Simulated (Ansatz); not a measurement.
Band structure of WS$_{2}$

```
W S
1.0
     3.18000    0.00000    0.00000
    -1.59000    2.75396    0.00000
     0.00000    0.00000   12.50000
W S
2 4
Direct
  0.33333 0.66667 0.25000
  0.66667 0.33333 0.75000
  0.33333 0.66667 0.62000
  0.66667 0.33333 0.12000
  0.33333 0.66667 0.88000
  0.66667 0.33333 0.38000
```

Atoms are numbered in the order listed.

The geometry is COD entry 5910003, unchecked; take it as a test cell. It differs from other determinations.

Spin–orbit coupling is left out, though it moves levels of the heavy atoms by tenths of an eV or more.

Method: Ansatz 0.2.0, DFT, PBE, all-electron LAPW, scalar-relativistic.

The runs use a Γ-centred 10×10×3 k mesh, Fermi–Dirac smearing of 0.05 eV, basis error target 0.5 meV/atom, no spin polarisation.

Points in fractions of the reciprocal vectors of this cell: Γ (0, 0, 0), M (0.5, 0, 0), K (0.333, 0.333, 0), A (0, 0, 0.5), L (0.5, 0, 0.5), H (0.333, 0.333, 0.5). The path joins them by straight lines in the order Γ–M–K–Γ–A–L–H–A–L; legs that retrace an earlier one aren't tabulated. Energies are in eV from the top of the valence band.

Task: List the levels at L between -14 and 7.5 eV.

Result: -12.94 (×2), -12.73 (×2), -6.81 (×2), -5.66 (×2), -4.70 (×2), -3.62 (×2), -2.76 (×2), -1.57 (×2), -1.41 (×2), 2.46 (×2), 2.80 (×2), 3.43 (×2), 3.98 (×2), 4.71 (×2), 6.89 (×2).

Task: List the levels at K between -14 and 7.5 eV.

Result: -12.61 (×2), -12.57 (×2), -6.10, -5.92, -5.73 (×2), -4.95, -4.68, -4.24 (×2), -3.92 (×2), -2.79 (×2), -0.53, -0.32, 1.55 (×2), 2.03, 3.19, 3.23 (×2), 4.84 (×2), 5.83, 6.13 (×2).

Task: List the levels at M between -14 and 7.5 eV.

Result: -12.98, -12.87, -12.80, -12.70, -6.95, -6.65, -5.72, -5.49, -5.12, -4.43, -3.66, -3.57, -2.85, -2.63, -1.68, -1.50, -1.46, -1.34, 2.44, 2.48, 2.60, 2.95, 3.09, 3.74, 4.00, 4.23, 4.43, 4.83, 6.58, 6.99.

Task: What is the band gap?

Result: 1.00 eV, indirect from Γ to the line K (0.333, 0.333, 0)–Γ.

Kohn–Sham gaps of semilocal functionals usually fall short of measured ones.
